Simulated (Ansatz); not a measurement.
BaTe (rock salt, Fm-3m), a = b = c = 7.0631 Å, α = β = γ = 90.00°; the cell used has 2 atoms.

Relaxed with r²SCAN. Plane-wave PAW r²SCAN (Ansatz code) gives a gap of 2.00 eV.

### Question
What gap does HSE06 give on the same cell (Ansatz, PAW)?

### Answer
2.35 eV, 0.34 eV more. The hybrid was solved on a coarser mesh and at special points; its gap is the smallest among all of these.

```csv
k,v1 r²SCAN,c1 r²SCAN,v1 HSE06,c1 HSE06
Γ,0.00,3.43,…,…
X,-0.36,2.00,-0.41,2.35
L,-1.01,4.56,…,…
W,-0.88,3.94,…,…
K,-0.70,3.02,…,…
```

### Question
Top valence (v1) and lowest conduction level (c1) in eV from each method's valence maximum (which need not be a listed point): supply the withheld HSE06 values.

### Answer

- K, v1 HSE06: -0.76
- K, c1 HSE06: 3.40
- W, v1 HSE06: -0.97
- W, c1 HSE06: 4.36
- Γ, v1 HSE06: 0.00
- Γ, c1 HSE06: 3.66
- L, v1 HSE06: -1.08
- L, c1 HSE06: 4.86

Cost on shared cores: the r²SCAN run (SCF on a 7×7×7 mesh, then bands and DOS) around 30 core-seconds (rough), the HSE06 run (SCF on 5×5×5, then a few points) around 2.9 core-minutes (rough); the tasks are unlike.

The r²SCAN relaxation kept the symmetry of its start; of distortions, only those at the zone centre were tested. Scalar-relativistic: spin–orbit coupling is off unless named, which matters more the heavier the elements.

Potentials: the later of the program's two PAW sets.
